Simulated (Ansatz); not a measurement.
Polymorphs of GaSb, each relaxed with plane-wave PAW PBEsol (Ansatz code):

A: wurtzite (P6_3mc), a = 4.3055 Å, b = 4.3055 Å, c = 7.0997 Å, α = 90.00°, β = 90.00°, γ = 120.00°

B: P6_3mc, a = b = 4.312 Å, c = 14.154 Å, α = β = 90.00°, γ = 120.00°

C: rock salt (Fm-3m), a = 5.696 Å, b = 5.696 Å, c = 5.696 Å, α = 90.00°, β = 90.00°, γ = 90.00°

D: I-4m2, a = 5.437 Å, b = 5.437 Å, c = 3.091 Å, α = 90.00°, β = 90.00°, γ = 90.00°

E: P6_422, a = b = 4.345 Å, c = 9.413 Å, α = β = 90.00°, γ = 120.00°

**Question.** Order them by energy per atom at 0 K (lowest first) at the level PBEsol.

**Answer.** B (+0 meV/atom), A (+6 meV/atom), E (+109 meV/atom), D (+131 meV/atom), C (+145 meV/atom)

Built on a structure type that need not be the filed one of that space group: B. Typed or built starts, not in the databases checked: C; E. Not the usual ambient phase: A; B; C; D; E. All cells were relaxed under the symmetry of their starts (and spin orders); stability against distortions was not tested throughout. Scalar-relativistic: spin–orbit coupling is off unless named, which matters more the heavier the elements.

Energies hold the estimated change up to a 700 eV cutoff; steps of a few meV lie near the error of the meshes.

Potentials: the later of the program's two PAW sets.
